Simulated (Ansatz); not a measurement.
Is this MoW₅ structure a true minimum?

The structure comes from a generated guess, relaxed at this level; another structure or a mixture of phases may lie lower.

Theory: DFT PBE, scalar-relativistic, plane waves, PAW (Ansatz 0.2.0). Plane waves to 420 eV, a k mesh through Γ of 12×12×4 on the computed 6-atom cell and Gaussian smearing (0.10 eV); no spin polarisation.

The cell below (6 atoms, space group P4/mmm (No. 123)) is relaxed within its symmetry.

```cif
data_structure
_symmetry_space_group_name_H-M 'P 1'
_symmetry_Int_Tables_number 1
_cell_length_a 3.1798
_cell_length_b 3.1798
_cell_length_c 9.5418
_cell_angle_alpha 90.000
_cell_angle_beta 90.000
_cell_angle_gamma 90.000
_cell_volume 96.48
loop_
_atom_site_label
_atom_site_type_symbol
_atom_site_fract_x
_atom_site_fract_y
_atom_site_fract_z
_atom_site_occupancy
Mo1 Mo 0.50000 0.50000 0.50000 1
W1 W 0.00000 0.00000 0.66593 1
W2 W 0.50000 0.50000 0.83286 1
W3 W 0.00000 0.00000 0.00000 1
W4 W 0.50000 0.50000 0.16714 1
W5 W 0.00000 0.00000 0.33407 1
```

For the test a repeat of it with 12 atoms (edges 3.18, 3.18, 19.08 Å) was strained at random (σ = 1.5 % a component), the atoms were moved at random (σ = 0.05 Å), and all was relaxed again on a coarse 6×6×1 mesh (in the run’s order of axes) with 0.20 eV smearing, with no symmetry imposed.

Spin–orbit coupling, which can matter for W, is left out.

Q: Is the structure stable against such a distortion?

A: It returns, within 1 meV/atom of the unmoved cell on that mesh and with the same symmetry when read at 0.1 Å. So it is stable against the distortions that fit this cell and that this random move excites. Modes that don't fit the cell aren't tested.
